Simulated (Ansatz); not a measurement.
Trial structure of ZnCd5S6, not yet relaxed:

```xyz
12
Lattice="4.0233 0.0000 0.0000 -2.0117 3.4843 0.0000 0.0000 0.0000 19.7101" Properties=species:S:1:pos:R:3 pbc="T T T"
Zn    0.0000    2.3229   13.1401
Cd    0.0000    0.0000    0.0000
Cd    2.0117    1.1614   16.4251
Cd    0.0000    0.0000    9.8550
Cd    2.0117    1.1614    6.5700
Cd    0.0000    2.3229    3.2850
S     0.0000    0.0000   17.2463
S     2.0117    1.1614   13.9613
S     0.0000    2.3229   10.6763
S     0.0000    0.0000    7.3913
S     2.0117    1.1614    4.1063
S     0.0000    2.3229    0.8213
```

The calculation used DFT PBE, scalar-relativistic, plane waves, PAW (Ansatz). Settings: cutoff 420 eV, Γ-centred mesh 6×6×1 on the computed 12-atom cell, Gaussian smearing of 0.10 eV; no spin polarisation.

Formation energies are uncorrected and refer to the elements' standard structures at the same level.

Task: How far from equilibrium is it?

Result: The pressure is 6.1 GPa (the mean over three directions, positive in compression), the largest force is 1.24 eV/Å, and the energy is −0.61 eV/atom against the elements. The shortest distance is 2.46 Å.

Task: Is it a good guess?

Result: A fair one: relaxing gains about 0.05 eV/atom in 8 ionic steps and ends at −0.669 eV/atom on the finer mesh. The symmetry stays P3m1 (No. 156). The volume per atom grows by 8.7 %, from 23.0 to 25.0 Å³. The shortest distance goes from 2.46 Å (Cd–S and Zn–S) to 2.35 Å (Zn–S). Conventional cell: a = 4.129 Å, c = 20.336 Å. Zn has 4 S at 2.35–2.47 Å; around Cd on its first site lie 4 S at 2.55–2.56 Å; around S on its first site lie 4 Cd at 2.55–2.56 Å; 9 more sites not described.

The last run used a 12×12×2 mesh (in the run's order of axes) for its 12-atom cell and Gaussian smearing of 0.02 eV. The reference form of S is held partly by dispersion forces, which this level lacks. The relaxation can't lower the symmetry of the start, and the grade says only how near the guess is to its own end. A structure relaxed within its symmetry needn't be a true minimum.
